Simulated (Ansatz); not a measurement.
Generalised stacking fault of Ge (diamond) on the {111} plane, glide cut. The cell below holds the perfect crystal with the plane normal along z; tilting its third vector by the shift puts one fault into each cell, between planes 0.82 Å apart, at fixed cell height.

```
CELL_PARAMETERS angstrom
      4.01120     0.00000     0.00000
      2.00560     3.47380     0.00000
      0.00000     0.00000     9.82539
ATOMIC_POSITIONS crystal
  Ge 0.33333 0.33333 0.04167
  Ge 0.00000 0.00000 0.37500
  Ge 0.66667 0.66667 0.70833
  Ge 0.66667 0.66667 0.95833
  Ge 0.33333 0.33333 0.29167
  Ge 0.00000 0.00000 0.62500
```

In-plane vectors a = (4.011, 0.000) Å, b = (2.006, 3.474) Å, area 13.93 Å². The shift is s times the vector a + b (length 6.948 Å), so s = 1 restores the start. Atoms relax along the normal only. γ = [E(shift) − E(0)] / area.

The numbers are results of r2SCAN (plane waves to 500 eV, PAW, scalar-relativistic; Ansatz, a first-principles code), not measurements. k mesh 8×8×3 (Γ-centred), Fermi-Dirac smearing 0.05 eV. Energies are extrapolated to zero smearing. Some relaxations began with atoms very close together and may have settled on another branch. As the smearing reaches across the gap at some points, the k mesh leaves noise in γ, roughly 0.02 J/m² as judged from a few cases. Faults lie only 9.8 Å apart, and holding the cell height raises γ above its relaxed value. Ge was relaxed with its symmetry unable to fall. The PAW data are Ansatz's earlier set. γ is measured from zero shift. The last digit holds for this mesh only.

| s | γ (J/m²) |
|---|---|
| 0.000 | 0.00 |
| 0.083 | 2.07 |
| 0.167 | 4.51 |
| 0.250 | 5.58 |
| 0.333 | 5.93 |
| 0.417 | 5.58 |
| 0.500 | 4.50 |
| 0.583 | 2.12 |
| 0.667 | 0.08 |
| 0.750 | 1.11 |
| 0.833 | 1.73 |
| 0.917 | 1.05 |

Problem. Does γ have a local minimum between the ends of the line, and at which s?

Solution. s = 0.667.

Problem. Which barrier is met on the easier way from s = 0 (or 1) to s = 0.667?

Solution. 1.73 J/m².

Problem. By a periodic cubic spline through the points, what shear stress does the steepest rise of γ from s = 0 correspond to?

Solution. 49 GPa. A slope of 1 mJ/m² per Å is 0.01 GPa.

(The slope of γ gives the shear force per area between the displaced halves; near zero shift its curvature is an elastic stiffness.)
